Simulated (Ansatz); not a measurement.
**W: energy along a strain**

W, Fm-3m, a = 4.060 Å (as given, not relaxed at this level: -8.8 GPa). This isn't the element's structure at ambient conditions. Ansatz: r2SCAN, PAW, 500 eV, Γ-centred 20×20×20 mesh on 1 atom, Gaussian smearing 0.15 eV; no spin polarisation. Cell vectors (Å): 0.000 2.030 2.030; 2.030 0.000 2.030; 2.030 2.030 0.000. The cell is strained by x per cent times the pattern (0 0 1 0 0 0) in the order xx yy zz yz xz xy (engineering shears), with fractional coordinates held. y is the free energy over the start, V0 = 16.731 Å³/atom.

```
x (%) y (meV/atom)
-4.00             ?
-3.00        -29.26
-2.00        -19.37
 0.00          0.00
 1.00          9.03
 3.00         27.41
 4.00         37.90
```

Question: Fit y = c1 x + c2 x² + c3 x³ to the other rows, get the stiffness along the pattern, and predict the missing energy.

Answer: Least squares on the rows shown. y = 9.1052 x − 0.099340 x² + 0.045836 x³. The clamped-ion stiffness p·C·p = 2 × -0.9934 eV × 160.2 / 16.731 Å³ = -19.0 GPa, which is C33 in these axes (C11 of the cubic crystal) (second derivative at the start, which stands under stress). With a term in x⁴ added, the coefficient of x² becomes -0.2081, 110 % more, which shows how far this figure hangs on the form. At x = -4.00 the fit asked for gives -40.94 meV/atom. The run gave -38.67 meV/atom, so the fit is 2.27 meV/atom too low, 3 % of the span of the series, against an rms of 0.23 meV/atom on the fitted rows. The row lies outside the fitted range. With a term in x⁴ added, a fit to the same known rows predicts -38.69 meV/atom, so most of the miss is curvature that the known rows already hold.

Spin–orbit coupling is left out, which can shift energies with elements as heavy as these.